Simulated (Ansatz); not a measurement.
MgO:
```
MgO
1.0
    2.62511     0.00000     0.00000
    0.00000     2.62511     0.00000
    0.00000     0.00000     2.62511
Mg O
1 1
Direct
  0.00000   0.00000   0.00000
  0.50000   0.50000   0.50000
```

Relaxed with r²SCAN.

Give the Bader charges and basin volumes of the independent atoms, r²SCAN in the plane-wave PAW code Ansatz.



```json
[
 {"atom": "Mg1", "Bader charge (e)": "+1.73", "Bader volume (Å³)": "4.7"},
 {"atom": "O2", "Bader charge (e)": "-1.73", "Bader volume (Å³)": "13.3"}
]
```

Space group Pm-3m (CsCl type). This is a known high-pressure phase of the composition, computed here at zero pressure and temperature. The r²SCAN relaxation kept the symmetry of its start. At this level the phase is mechanically unstable.

Potentials: the earlier of the program's two PAW sets. The files were generated under PBE; for other functionals the program regenerates the frozen cores, and for LDA and PBEsol the local potential too.
